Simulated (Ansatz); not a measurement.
This Hf₃Ta₂O structure is the end of a relaxation. The cell was found from a structure generator's guess, not taken from experiment.

Level of theory: DFT PBE, scalar-relativistic, plane waves, PAW (Ansatz). Cutoff 420 eV, Γ-centred mesh, Gaussian smearing, no spin polarisation.

```
Hf Ta O
1.0
     0.00000    3.75010    4.75561
     3.46784    0.00000    4.75561
     3.46784    3.75010    0.00000
Hf Ta O
3 2 1
Direct
  0.50000 0.00000 0.50000
  0.00000 0.50000 0.00000
  0.50000 0.50000 0.50000
  0.50000 0.50000 0.00000
  0.00000 0.00000 0.50000
  0.00000 0.00000 0.00000
```

The zero of energy is the elements' standard structures at the same level (O₂ as a molecule); no fitted shifts are applied.

Q: What space group does it have?

A: Fmmm (No. 69). Conventional cell: a = 6.936 Å, b = 7.500 Å, c = 9.511 Å. Hf on a site of symmetry 2/m has 2 Hf at 2.94 Å, 2 O at 2.94 Å, 4 Ta at 3.03 Å, 2 Hf at 3.47 Å and 2 Hf at 3.75 Å; Hf on a site of symmetry mmm is surrounded by 4 Ta at 2.55 Å and 4 Hf at 2.94 Å; around Ta lie 2 Hf at 2.55 Å, 2 O at 2.55 Å, 4 Hf at 3.03 Å and 2 Ta at 3.47 Å; O is surrounded by 4 Ta at 2.55 Å, 4 Hf at 2.94 Å and 2 Hf at 3.47 Å.

Q: How far does it lie from the elements in energy?

A: +0.69 eV/atom. The separate elements lie lower, so it is unstable against them.

Q: Is it a metal?

A: Yes, bands cross the Fermi level on the 8×8×8 mesh.

The last run used an 8×8×8 mesh for its 6-atom cell and Gaussian smearing of 0.10 eV. Spin–orbit coupling, which can matter for Hf and Ta, is left out. Symmetry constrained the relaxation, so the result can be a saddle point.
